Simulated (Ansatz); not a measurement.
An Ansatz input:

```yaml
crystal:
  lattice:
    - [-2.7576008224, 2.7576008224, 1.5056500491]
    - [2.7576008224, -2.7576008224, 1.5056500491]
    - [2.7576008224, 2.7576008224, -1.5056500491]
  atoms:
    - { symbol: Se, position: [0.0, 0.0, 0.0] }
    - { symbol: Se, position: [0.75, 0.25, 0.5] }
hamiltonian:
  xc: lda
  pseudopotentials:
    kind: paw
    azcp:
      Se: "pseudopotentials/Se.paw.azcp"
basis:
  ecutwfc: 420
  fft_grid_basis: typed
kpoints:
  mp_grid: { grid: [12, 12, 8], shift: [0, 0, 0] }
magnetization:
  spin_polarized: false
scf:
  occupations: { method: fermi_dirac, width: 0.1 }
relax:
  max_steps: 60
  f_tol: 0.01
  cell: {}
```

Output

```
Warning: the record states the generating functional pbe (its physics header spells it `PBE`), which answers neither for hamiltonian.xc's functional nor for the lda family's — results may be inconsistent (PPs are generated against a specific XC)
Warning: crystal.symmetry: narrowed to the stabiliser of the k-point mesh — unitary ops 16 → 4; excluded 12 operations that carry a point of the 12×12×8 mesh (shift [0, 0, 0]) off the mesh (the run samples exactly the mesh kpoints.mp_grid names, as under crystal.symmetry.detect: false, and its converged state has the mesh's symmetry, not the crystal's; ε∞, the Born charges and the force constants of a linear response (`dielectric:` by the response, `phonons.method: dfpt`) are averaged over those of the crystal's operations that the state keeps within a tolerance, where `mesh_tensors`, `unaveraged_element` or `gamma_mean_max_change_ev_ang2` stands beside them; a row that `dielectric.field_direction` solves alone is averaged likewise, with nothing beside; a Γ-centred mesh of equal divisions is mapped onto itself by every operation and keeps the whole group, as does a half-shifted one under kpoints.further_shifts: images)
Engine: ansatz 0.2.0, x86_64-unknown-linux-gnu
Pseudopotentials: kind: paw
Pseudopotential: Se, paw, valence charge 16, recommended cutoff 420 eV (normal) 
Functional definition: SPW92
  exchange = slater_x
  correlation = pw_c
Crystal: 2 atoms, lattice volume = 45.798 Å³
Basis set: ecut = 420 eV, 877 PW (Γ)
Bands: 20, of which v1, the nominal top of the filled ones, is band 16 counted from 1 (15 counted from 0)
Symmetry: 4 space group operations
k-points: 320 of 1152
Non-local potential: Se, projectors of the file, l = 0: 2, l = 1: 2, l = 2: 3, l = 3: 1
PAW form: soft (Blöchl's): semilocal exchange-correlation on the pseudo side does not see the compensation charge
PAW frozen core: Se, regenerated for the run's functional, and the local potential with it (the file was generated under x = pbe(κ = 0.804, μ = 0.2195149727645171), c = pbe(β = 0.06672455060314922))
PAW one-centre angular grid: Se, 590 points (default); XC on 64 Gauss nodes
Initial density: superposition of atomic densities (neutral atoms: chi_scale 0, normalization atom), corrected by the library's trained network
Initial wavefunctions: pseudopotential atomic-orbital guess
Functional: x = slater, c = lda
SCF iter   1: F=—  HF=-10765.807666 eV  |F-HF|=—  |Δ(HF+E_count)|=         —  Δρ=5.03e-3  dr2=5.94e-3  ethr=1.77e-3  ⟨swp⟩=5.2  Hψ=28783  notcnv=0
SCF iter   2: F=—  HF=-10765.805835 eV  |F-HF|=—  |Δ(HF+E_count)|=   1.83e-3  Δρ=2.84e-3  dr2=2.25e-3  ethr=1.86e-5  ⟨swp⟩=1.0  Hψ=8982  notcnv=0
SCF iter   3: F=—  HF=-10765.805023 eV  |F-HF|=—  |Δ(HF+E_count)|=   8.12e-4  Δρ=3.57e-4  dr2=7.12e-5  ethr=7.04e-6  ⟨swp⟩=2.0  Hψ=8270  notcnv=0
SCF iter   4: F=—  HF=-10765.804980 eV  |F-HF|=—  |Δ(HF+E_count)|=   4.31e-5  Δρ=1.37e-4  dr2=7.11e-6  ethr=2.23e-7  ⟨swp⟩=2.0  Hψ=11377  notcnv=0
SCF iter   5: F=—  HF=-10765.804977 eV  |F-HF|=—  |Δ(HF+E_count)|=   3.01e-6  Δρ=3.55e-5  dr2=3.99e-7  ethr=2.22e-8  ⟨swp⟩=2.0  Hψ=11550  notcnv=0
SCF iter   6: F=-10765.804977 eV  HF=-10765.804977 eV  |F-HF|=1.88e-8  |Δ(HF+E_count)|=   1.63e-8  Δρ=8.88e-6  dr2=5.22e-8  ethr=3.13e-10  ⟨swp⟩=4.4  Hψ=23780  notcnv=0
SCF 1 converged in 6 iterations: F = -10765.804977 eV  dr2 = 5.22e-8
relax step   1: F+E_penalty+E_count = -10765.80497721 eV  Δ(F+E_penalty+E_count) = +0.000e0 eV  max|allowed force component| = 2.820e-3 eV/Å  Δτ_max = 0.0000 Å  P = -5.846 GPa  Ω = 45.798 Å³  (6 SCF iters, dr2 threshold 1.00e-7 eV, accepted)
Crystal: 2 atoms, lattice volume = 40.904 Å³
...
relax step  24: F+E_penalty+E_count = -10766.23129645 eV  Δ(F+E_penalty+E_count) = -2.320e-6 eV  max|allowed force component| = 2.434e-4 eV/Å  Δτ_max = 0.0006 Å  P = +0.002 GPa  Ω = 46.942 Å³  energy of the carried Pulay correction = -5.944e-5 eV  (4 SCF iters, dr2 threshold 7.43e-9 eV, accepted)
iter 1 solved again at ethr=1.17e-7 eV; its pass at ethr=3.10e-3 eV (dr2=3.74e-5 eV) is discarded
SCF iter   1: F=—  HF=-10766.231216 eV  |F-HF|=—  |Δ(HF+E_count)|=         —  Δρ=5.82e-4  dr2=3.41e-6  ethr=1.17e-7  ⟨swp⟩=2.5  Hψ=43941  notcnv=0
SCF iter   2: F=—  HF=-10766.231319 eV  |F-HF|=—  |Δ(HF+E_count)|=   1.03e-4  Δρ=2.96e-4  dr2=8.84e-7  ethr=1.07e-8  ⟨swp⟩=1.0  Hψ=6400  notcnv=0
SCF iter   3: F=—  HF=-10766.231354 eV  |F-HF|=—  |Δ(HF+E_count)|=   3.57e-5  Δρ=1.36e-6  dr2=2.44e-10  ethr=2.76e-9  ⟨swp⟩=1.0  Hψ=6400  notcnv=0
SCF iter   4: F=—  HF=-10766.231354 eV  |F-HF|=—  |Δ(HF+E_count)|=  7.29e-10  Δρ=7.59e-7  dr2=2.23e-10  ethr=1.00e-12  ⟨swp⟩=6.1  Hψ=32853  notcnv=0
SCF iter   5: F=—  HF=-10766.231354 eV  |F-HF|=—  |Δ(HF+E_count)|=  1.64e-11  Δρ=2.61e-7  dr2=4.93e-11  ethr=1.00e-12  ⟨swp⟩=1.0  Hψ=6400  notcnv=0
SCF iter   6: F=-10766.231354 eV  HF=-10766.231354 eV  |F-HF|=3.64e-12  |Δ(HF+E_count)|=  3.64e-12  Δρ=5.52e-8  dr2=2.34e-12  ethr=1.00e-12  ⟨swp⟩=5.0  Hψ=26768  notcnv=0
SCF 25 converged in 6 iterations: F = -10766.231354 eV  dr2 = 2.34e-12
relax step  25: F+E_penalty+E_count = -10766.23135434 eV  Δ(F+E_penalty+E_count) = -5.789e-5 eV  max|allowed force component| = 2.537e-4 eV/Å  Δτ_max = 0.0000 Å  P = +0.001 GPa  Ω = 46.942 Å³  stress off target by 8.17e-3 GPa  SCF on the basis re-selected at this cell (its energy is not comparable with the rows above)  (6 SCF iters)
basis re-selected at this cell: Δ(F+E_penalty+E_count) = -5.789e-5 eV, ΔP = -0.001 GPa vs the last step (what re-selecting the basis moved, of the pressure what is left beyond the Pulay correction that the steps carried, after the strain that the cell walked since its last selection, with what the two solves' SCF thresholds leave and, on support functions, any second-order correction that the steps lacked; it is no measure of the basis error at this ecutwfc). This SCF's stress stands 8.17e-3 GPa from its target on what of the cell is left free (relax.cell.stress_tol is 5.00e-2 GPa) and its largest allowed force component is 2.54e-4 eV/Å (relax.f_tol is 1.00e-2 eV/Å): within both
SCF converged after 6 iterations
Free energy (F): -10766.231354 eV
Harris-Foulkes:  -10766.231354 eV  (|F-HF|=3.64e-12)
Internal energy: -10766.202943 eV  (E = F + TS)
E sigma→0 (E₀):  -10766.217149 eV
Entropy (-TS):   -0.028411 eV (-14.206 meV/atom)
Fermi energy:    8.765271 eV
--- Per-component energies (eV) ---
  E_band       = -769.513488
  E_kinetic    = 236.156271
  E_local      = -4756.036921  (includes V_loc(G=0)·N_el)
  E_nonlocal   = -1175.212930
  E_hartree    = 2349.055844
  E_xc         = -206.601183
  E_vxc        = -196.145398  (∫ρ·V_xc dr)
  E_paw        = -3655.500440  (= ΣΔE_a)
  E_vpaw       = 423.615026  (= ΣTr[D̂ρ^β])
  E_aug_tail   = -0.001176  (compensation charges beyond the density's cutoff)
  E_ewald      = -3562.497133
  E_core_change = 4.434725  (= ΣΔE_core)
  E_smearing   = -0.028411  (= −TS)
  E_closure    = 0.000000  (closes the sum)
  Σ components = -10766.231354   (vs F -10766.231354, Δ=0.00e0)
--- Forces (eV/Å), atoms counted from 1 ---
  atom   1  Se    -0.00025371     0.00025371    -0.00000000
  atom   2  Se     0.00025371    -0.00025371     0.00000000
  max |Σ_I F_I| component: 0.00e0 eV/Å
--- Stress (GPa, compression-positive) ---
        0.002220       0.005442       0.001470
        0.005442       0.002220       0.001470
        0.001470       0.001470      -0.000275
  P = ⅓ Tr σ = 0.0014 GPa (0.014 kbar)
--- Relaxed structure (23 steps of the walk, 22 accepted, 2 SCFs on fresh bases) ---
  F+E_penalty+E_count = -10766.23135434 eV   max|allowed force component| = 2.537e-4 eV/Å   (the final SCF, on the basis selected at the relaxed cell)
  cell:  # Å, volume = 46.9422 Å³
    - [-2.825155548289987, 2.476986424191812, 1.3643942702332785]
    - [2.476986424191812, -2.825155548289987, 1.3643942702332785]
    - [3.499905727772528, 3.499905727772528, -2.002066658661997]
  atoms:
    - { symbol: Se, position: [0.05381342759557559, -0.053813427595575565, 2.0543803904914772e-17] }
    - { symbol: Se, position: [0.6961865724044245, 0.3038134275955756, 0.5000000000000001] }
```

Launched by

```sh
ansatz run input.yaml --threads 2 --pin off --max-ram 5120MiB --backend cpu --events-out ev --progress --plain --runs-dir out
```

On 2 threads of Intel(R) Xeon(R) Platinum 8488C (Sapphire Rapids) (shared host) this took about 190 s of wall time and 360 s of CPU time.
